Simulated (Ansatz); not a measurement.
Relaxing a structure of Be

The start is a randomly generated symmetric cell of Be (space group No. 51). The cell and all atomic positions are relaxed at zero pressure with r2SCAN (plane waves to 500 eV, PAW, scalar-relativistic; Ansatz, an electronic-structure program). First-step values are on the input's coarse k-mesh.

Ansatz input (later rounds restart from its end on a renewed k-mesh):
Ansatz 0.2 input:
```yaml
crystal:
  lattice:
    - [3.4941383, 0, 0]
    - [0, 1.6272721, 0]
    - [0, 0, 3.1167893]
  atoms:
    - { symbol: Be, position: [0.25, 0.5, 0.07537589] }
    - { symbol: Be, position: [0.75, 0.5, 0.92462411] }
basis: { ecutwfc: 500, ecutrho_ratio: 4, xc_grid: 4, fft_grid_basis: typed }
kpoints: { mp_grid: { grid: [9, 20, 10] } }
hamiltonian:
  xc: r2scan
  dispersion: none
  pseudopotentials: { kind: paw }
scf: { occupations: { method: fermi_dirac, width: 0.05 } }
relax: { f_tol: 0.01, max_steps: 100, cell: { stress_tol: 0.02 } }
output: { forces: true, stress: true }
```

**Question.** What is the largest force in the starting geometry, and on which atom (counted from 1)?

**Answer.** 0.07 eV/Å, on Be1, Be2 (atoms numbered as listed).

**Question.** How much energy is released per atom?

**Answer.** 1.39 eV/atom.

**Question.** How does the volume change?

**Answer.** +10.1 %, from 8.86 to 9.76 Å³/atom.

**Question.** How do the shortest distances between atoms change?

**Answer.** The closest pairs of elements (up to four, under 3.6 Å), start → end: Be–Be 1.63 → 2.15 Å.

**Question.** What does it relax into? Give the structure.

**Answer.** 
Space group P6/mmm (No. 191); a = b = 2.1462 Å, c = 2.4464 Å, α = β = 90.00°, γ = 120.00°

| atom | site | symmetry | x | y | z |
|---|---|---|---|---|---|
| Be | 1b | 6/mmm | 0.0000 | 0.0000 | 0.5000 |

Final values are on a 25×25×19 k-mesh of the relaxed cell. No spin polarisation in the result.

The run could not lose the symmetry of its start: the end is stationary, and may be a saddle point rather than a minimum.

The relaxed structure here is a generated cell of Be: the first start was made by a random draw of sites in a space group, and the end was not matched to a known phase here, so it may be hypothetical. Known forms of Be include space group No. 194.
